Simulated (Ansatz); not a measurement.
HfSi2:
```
CELL_PARAMETERS angstrom
     -1.63731     1.63731     4.52493
      1.63731    -1.63731     4.52493
      1.63731     1.63731    -4.52493
ATOMIC_POSITIONS crystal
  Hf 0.00000 0.00000 0.00000
  Si 0.31570 0.31570 0.00000
  Si 0.68430 0.68430 0.00000
```

Relaxed with PBE. Special points in fractions of this cell's reciprocal vectors: Γ (0.000, 0.000, 0.000); X (0.000, 0.000, 0.500); P (0.250, 0.250, 0.250); N (0.000, 0.500, 0.000); M (0.500, 0.500, -0.500); S (0.283, 0.717, -0.283); S0 (-0.283, 0.283, 0.283); R (-0.065, 0.065, 0.500); G (0.500, 0.500, -0.065).

Problem. List the band energies nearest the Fermi level at these points for the program Ansatz at the PBE with spin–orbit coupling level (PAW).

Solution. In eV from the Fermi level; about four levels below and three above (degenerate sets whole), none deeper than 8.9 eV; points with the same levels are listed once.

| k | below | above |
|---|---|---|
| Γ | -1.01 -1.01 -0.70 -0.70 | 2.69 2.69 3.45 3.45 |
| X | -3.35 -3.35 -1.58 -1.58 | 0.12 0.12 1.48 1.48 |
| P | -0.63 -0.63 -0.09 -0.09 | 4.49 4.49 4.87 4.87 |
| N | -3.39 -3.39 -0.89 -0.89 | 0.36 0.36 2.42 2.42 |
| M | -0.88 -0.88 -0.06 -0.06 | 0.09 0.09 1.85 1.85 |
| S | -2.10 -2.10 -0.79 -0.79 | 0.35 0.35 2.32 2.32 |
| R | -1.49 -1.49 -0.06 -0.06 | 1.21 1.21 4.15 4.15 |

Space group I4/mmm (MoSi2 or CaC2 type). The cell is a constructed one: a structure type filled with these elements; neither database checked (COD, Materials Project) lists it. COD files the formula under space group No. 63, so this cell is another polymorph or a model. Its standing as an ambient phase is unchecked. The cell was relaxed with PBE under the symmetry of its start; of distortions, only those at the zone centre were tested. No spin polarisation was allowed.

Potentials: the later of the program's two PAW sets.
